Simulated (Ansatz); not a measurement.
## Step by step: BiAs, relaxation of cell and atoms

These are results of DFT, PBE, PAW with Ansatz's default frozen-core files, scalar-relativistic in Ansatz 0.2.0, not measurements.

Command: `ansatz run input.yaml --threads 1 --pin off --max-ram 3072MiB --backend cpu --events-out ev --progress --plain --runs-dir out` The run took 3.8 min on 1 thread of Arm Neoverse V2, with other jobs on the host.

```yaml
crystal:
  lattice:
    - [4.5558582445, 0.0, 0.0]
    - [-2.2779291223, 3.9454889758, 0.0]
    - [0.0, 0.0, 7.4260489385]
  atoms:
    - { symbol: Bi, position: [0.3333333333, 0.6666666667, 0.0] }
    - { symbol: Bi, position: [0.6666666667, 0.3333333333, 0.5] }
    - { symbol: As, position: [0.3333333333, 0.6666666667, 0.376] }
    - { symbol: As, position: [0.6666666667, 0.3333333333, 0.876] }
kpoints:
  mp_grid: { grid: [10, 10, 6] }
scf:
  occupations: { method: fermi_dirac, width: 0.05 }
hamiltonian:
  xc: pbe
  pseudopotentials: { kind: paw }
output:
  forces: true
  stress: true
relax:
  f_tol: 0.005
  max_steps: 80
  cell: {}
```

Spin–orbit coupling is left out, though it moves levels of the heavy atoms by tenths of an eV or more.

The cell is built from the wurtzite type as a first guess.

The cutoff is 420 eV; energies and pressures of the walk include the program's estimate of the Pulay term.

Each frame lists the cell vectors (Å), then Cartesian positions (Å) and forces (eV/Å). Free energies count from the first step, -34504.6278 eV.

The walk took 12 evaluations in all; steps that aren't listed are left out.

Step 1: E = 0.0 meV, P = 6.06 GPa

```
cell 4.5559 0.0000 0.0000 -2.2779 3.9455 0.0000 0.0000 0.0000 7.4260
Bi    0.0000    2.6303    0.0000     0.000   0.000   0.151
Bi    2.2779    1.3152    3.7130     0.000   0.000   0.151
As    0.0000    2.6303    2.7922     0.000   0.000  -0.151
As    2.2779    1.3152    6.5052     0.000   0.000  -0.151
```

Step 2: E = -288.2 meV, P = -0.54 GPa

```
cell 4.7793 0.0000 0.0000 -2.3897 4.1390 0.0000 0.0000 0.0000 7.7013
Bi    0.0000    2.7594    0.0134     0.000   0.000  -0.076
Bi    2.3897    1.3797    3.8640     0.000   0.000  -0.076
As    0.0000    2.7594    2.8823     0.000   0.000   0.076
As    2.3897    1.3797    6.7329     0.000   0.000   0.076
```

Step 3: E = -309.0 meV, P = -0.18 GPa

```
cell 4.8002 0.0000 0.0000 -2.4001 4.1571 0.0000 0.0000 0.0000 7.5548
Bi    0.0000    2.7714   -0.0120     0.000   0.000   0.008
Bi    2.4001    1.3857    3.7654     0.000   0.000   0.008
As    0.0000    2.7714    2.8526     0.000   0.000  -0.008
As    2.4001    1.3857    6.6300     0.000   0.000  -0.008
```

Step 4: E = -363.4 meV, P = 0.08 GPa

```
cell 4.8829 0.0000 0.0000 -2.4415 4.2287 0.0000 0.0000 0.0000 7.1903
Bi    0.0000    2.8192   -0.0638     0.000   0.000   0.003
Bi    2.4415    1.4096    3.5314     0.000   0.000   0.003
As    0.0000    2.8192    2.7673     0.000   0.000  -0.003
As    2.4415    1.4096    6.3625     0.000   0.000  -0.003
```

Step 5: E = -420.6 meV, P = -0.04 GPa

```
cell 4.9755 0.0000 0.0000 -2.4878 4.3089 0.0000 0.0000 0.0000 6.8280
Bi    0.0000    2.8726   -0.1128     0.000   0.000  -0.097
Bi    2.4878    1.4363    3.3012     0.000   0.000  -0.097
As    0.0000    2.8726    2.6801     0.000   0.000   0.097
As    2.4878    1.4363    6.0941     0.000   0.000   0.097
```

Step 6: E = -434.0 meV, P = -0.24 GPa

```
cell 5.0678 0.0000 0.0000 -2.5339 4.3889 0.0000 0.0000 0.0000 6.4661
Bi    0.0000    2.9259   -0.1639     0.000   0.000  -0.201
Bi    2.5339    1.4630    3.0692     0.000   0.000  -0.201
As    0.0000    2.9259    2.5952     0.000   0.000   0.201
As    2.5339    1.4630    5.8282     0.000   0.000   0.201
```

Step 7: E = -445.1 meV, P = 0.48 GPa

```
cell 5.0136 0.0000 0.0000 -2.5068 4.3419 0.0000 0.0000 0.0000 6.4551
Bi    0.0000    2.8946   -0.1851     0.000   0.000   0.009
Bi    2.5068    1.4473    3.0425     0.000   0.000   0.009
As    0.0000    2.8946    2.6122     0.000   0.000  -0.009
As    2.5068    1.4473    5.8397     0.000   0.000  -0.009
```

Step 8: E = -447.6 meV, P = 0.04 GPa

```
cell 5.0280 0.0000 0.0000 -2.5140 4.3544 0.0000 0.0000 0.0000 6.5038
Bi    0.0000    2.9029   -0.1758     0.000   0.000  -0.006
Bi    2.5140    1.4515    3.0760     0.000   0.000  -0.006
As    0.0000    2.9029    2.6213     0.000   0.000   0.006
As    2.5140    1.4515    5.8731     0.000   0.000   0.006
```

Step 9: E = -447.6 meV, P = 0.00 GPa

```
cell 5.0297 0.0000 0.0000 -2.5148 4.3558 0.0000 0.0000 0.0000 6.5046
Bi    0.0000    2.9039   -0.1765     0.000   0.000   0.000
Bi    2.5148    1.4519    3.0758     0.000   0.000   0.000
As    0.0000    2.9039    2.6222     0.000   0.000   0.000
As    2.5148    1.4519    5.8745     0.000   0.000   0.000
```

Step 10: E = -453.2 meV, P = 0.08 GPa (the cell of the step before, solved again on a basis chosen afresh, hence the jump)

```
cell 5.0297 0.0000 0.0000 -2.5148 4.3558 0.0000 0.0000 0.0000 6.5046
Bi    0.0000    2.9039   -0.1765     0.000   0.000   0.001
Bi    2.5148    1.4519    3.0758     0.000   0.000   0.001
As    0.0000    2.9039    2.6222     0.000   0.000  -0.001
As    2.5148    1.4519    5.8745     0.000   0.000  -0.001
```

How does the relaxation end?

It converges, with a = 5.035 Å, b = 5.035 Å, c = 6.498 Å, α = 90.00°, β = 90.00°, γ = 120.00° (conventional cell, space group P6_3mc). The last solve (on a basis chosen afresh for the final cell, so its energy is not quite comparable) gives E = -453.4 meV, P = 0.01 GPa:
```
cell 5.0352 0.0000 0.0000 -2.5176 4.3606 0.0000 0.0000 0.0000 6.4977
Bi    0.0000    2.9071   -0.1778     0.000   0.000   0.000
Bi    2.5176    1.4535    3.0711     0.000   0.000   0.000
As    0.0000    2.9071    2.6209     0.000   0.000   0.000
As    2.5176    1.4535    5.8697     0.000   0.000   0.000
```
